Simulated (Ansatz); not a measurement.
Consider the following.

TaSi:
Space group P6₃/mmc (No. 194); a = 3.0448 Å, b = 3.0448 Å, c = 7.9937 Å, α = 90.00°, β = 90.00°, γ = 120.00°

| atom | site | symmetry | x | y | z |
|---|---|---|---|---|---|
| Ta | 2a | -3m. | 0.0000 | 0.0000 | 0.0000 |
| Si | 2c | -6m2 | 0.3333 | 0.6667 | 0.2500 |

This is the PBE-relaxed structure.

Task: All from the program Ansatz at the PBE level (PAW), unless another level is named. Give the electronic character.

Result: metallic (no gap).

Task: And the density of states at the Fermi level?

Result: 0.51 states/eV per atom (mean over ±0.08 eV).

Task: Give the formation energy from the elements (no fitted shifts).

Result: -0.28 eV/atom.

Space group P6_3/mmc (NiAs type). A made-up cell: these elements were put on the sites of a structure type; neither database checked (COD, Materials Project) lists it. Whether it is the stable phase at ambient conditions was not checked. The PBE relaxation kept the symmetry of its start; whether a distortion lowers the energy is not shown. No spin polarisation was allowed. The references are the lowest solids computed at this level, not always the standard phases. Scalar-relativistic: spin–orbit coupling is off unless named, which matters more the heavier the elements.

Potentials: the later of the program's two PAW sets.
